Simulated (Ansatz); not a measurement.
InP (zinc blende, F-43m), PBEsol in the plane-wave PAW code Ansatz. The conduction-band minimum lies at Γ, with 1 equivalent valley. Second derivatives d²E/dk² of the lowest band at one valley (eV·Å²), along Cartesian directions:

```csv
direction,d²E/dk²
[100],168.0
[010],168.0
[001],168.0
[110],167.8
[101],167.8
[011],167.8
```

Find the principal effective masses, the density-of-states mass and the conductivity mass.

Off-diagonal terms follow from H_xy = H[110] − (H_xx + H_yy)/2, and m*/mₑ = 7.620 eV·Å² over each eigenvalue: 0.045, 0.045, 0.045. One valley's DOS mass (m₁m₂m₃)^(1/3) = 0.045, conductivity mass 3/(Σ 1/mᵢ) = 0.045 mₑ.

What effective density of states Nc follows at 300 K for parabolic valleys?

Nc = 2.509e19 × 1 × (0.045)^(3/2) ≈ 2.4e17 cm⁻³.

Symmetry was held in the PBEsol relaxation. Scalar-relativistic: spin–orbit coupling is off unless named, which matters more the heavier the elements.

Potentials: the later of the program's two PAW sets.

Edges and masses are those of Kohn–Sham bands, whose gap is no quasiparticle gap.
